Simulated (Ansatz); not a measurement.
BaHI:
```cif
data_H2Ba2I2
_chemical_formula_sum 'Ba2 H2 I2'
_space_group_name_H-M_alt 'P4/nmm :1'
_space_group_IT_number 129
_space_group_name_Hall 'P 4ab 2ab -1ab'
_cell_length_a 4.74042
_cell_length_b 4.74042
_cell_length_c 7.81913
_cell_angle_alpha 90.000
_cell_angle_beta 90.000
_cell_angle_gamma 90.000
loop_
_space_group_symop_operation_xyz
  'x, y, z'
  '-y+1/2, x+1/2, z'
  '-x, -y, z'
  'y+1/2, -x+1/2, z'
  'x+1/2, -y+1/2, -z'
  '-y, -x, -z'
  '-x+1/2, y+1/2, -z'
  'y, x, -z'
  '-x+1/2, -y+1/2, -z'
  'y, -x, -z'
  'x+1/2, y+1/2, -z'
  '-y, x, -z'
  '-x, y, z'
  'y+1/2, x+1/2, z'
  'x, -y, z'
  '-y+1/2, -x+1/2, z'
loop_
_atom_site_label
_atom_site_type_symbol
_atom_site_symmetry_multiplicity
_atom_site_Wyckoff_symbol
_atom_site_fract_x
_atom_site_fract_y
_atom_site_fract_z
_atom_site_occupancy
Ba1 Ba 2 c 0.00000 0.50000 0.17200 1
H1 H 2 a 0.00000 0.00000 0.00000 1
I1 I 2 c 0.50000 0.00000 0.33955 1
```

Relaxed with r²SCAN.

**Question.** Give the optical modes at the zone centre with their infrared and Raman activity from DFPT, the program Ansatz at the r²SCAN level (PAW).

**Answer.** Transverse frequencies, without the LO–TO term; a row sums one degenerate level.

```tsv
ω (cm⁻¹)	degeneracy	IR ((D/Å)²/amu)	Raman (Å⁴/amu)	activity	symmetry
63	2	0.00	0	silent	Eg
65	1	2.12	0	IR	A2u
67	1	0.00	2.5	Raman	A1g
84	2	3.41	0	IR	Eu
95	1	0.00	0.54	Raman	A1g
97	2	0.00	0.28	Raman	Eg
666	2	129.05	0	IR	Eu
715	2	0.00	190	Raman	Eg
718	1	0.00	160	Raman	B1g
811	1	52.19	0	IR	A2u
```

**Question.** How high does the top mode go among those that the LO–TO term moves?

**Answer.** 796 cm⁻¹ for q along x, 796 cm⁻¹ for q along y, 901 cm⁻¹ for q along z.

The first step of the workflow began from a Materials Project structure, measured or hypothetical; the Crystallography Open Database files this formula in space group No. 129, but the cells were not matched. Whether it is the stable phase at ambient conditions was not checked. The cell was relaxed with r²SCAN under the symmetry of its start; of distortions, only those at the zone centre were tested. Spin–orbit coupling is left out wherever it is not named.

Potentials: the later of the program's two PAW sets.
